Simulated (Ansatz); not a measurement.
TePt:
```
CELL_PARAMETERS angstrom
      3.39200     0.00000     0.00000
      0.00000     3.39200     0.00000
      0.00000     0.00000     3.39200
ATOMIC_POSITIONS crystal
  Pt 0.00000 0.00000 0.00000
  Te 0.50000 0.50000 0.50000
```

Relaxed with PBEsol. Special points in fractions of this cell's reciprocal vectors: Γ (0.000, 0.000, 0.000); X (0.000, 0.500, 0.000); M (0.500, 0.500, 0.000); R (0.500, 0.500, 0.500).

List the band energies nearest the Fermi level at these points for PBEsol with spin–orbit coupling (plane waves, PAW; program Ansatz).

In eV from the Fermi level; about four levels below and three above (degenerate sets whole), none deeper than 8.9 eV; points with the same levels are listed once.

| k | below | above |
|---|---|---|
| Γ | -1.04 -1.04 -1.04 -1.04 | 0.63 0.63 6.96 6.96 6.96 6.96 |
| X | -2.49 -2.49 -1.69 -1.69 | 2.12 2.12 3.09 3.09 |
| M | -1.34 -1.34 -0.40 -0.40 | 0.86 0.86 7.61 7.61 |
| R | -1.86 -1.86 -1.86 -1.86 | 0.01 0.01 1.21 1.21 1.21 1.21 |

Space group Pm-3m (CsCl type). The start of the workflow was typed in or built on a structure type; neither database checked (COD, Materials Project) lists it. COD files the formula under space group No. 166, 194. Whether it is the stable phase at ambient conditions was not checked. The PBEsol relaxation kept the symmetry of its start; its stability against distortions is not shown here. The run is not spin-polarised.

Potentials: the later of the program's two PAW sets.
